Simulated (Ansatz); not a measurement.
## Vibrational response of TiGe

Theory: DFT PBE, scalar-relativistic, plane waves, PAW in Ansatz. Settings: 420 eV plane-wave cutoff, Γ-centred 10×10×10 mesh, Fermi-Dirac smearing of 0.15 eV. No spin polarisation. Phonons by linear response, acoustic sum rule imposed.

The cell is fixed (symmetry leaves no force on the atoms) and stands under 0.2 GPa:
```
Ti Ge
1.0
     0.00000    2.59620    2.59620
     2.59620    0.00000    2.59620
     2.59620    2.59620    0.00000
Ti Ge
1 1
Cartesian
  0.0000 0.0000 0.0000
  2.5962 2.5962 2.5962
```

The cell is the ideal cubic rocksalt prototype; whether it is the stable structure of this composition wasn't checked. In a metal, frequencies and elastic constants depend on the k mesh and the smearing, soft modes and shear constants most.

Optical modes at Γ; i marks an imaginary frequency:
| frequency (cm⁻¹) | degeneracy |
| --- | --- |
| 287 | 3 |

All 3 optical modes at Γ are real: no displacement of atoms at fixed cell lowers the energy to second order. Strains and modes at other wave vectors aren't tested by this run.

Cost: 1 run of about 0.31 core-minutes, on Oxide Virtual Turin-like Processor (Zen 5) (shared hosts).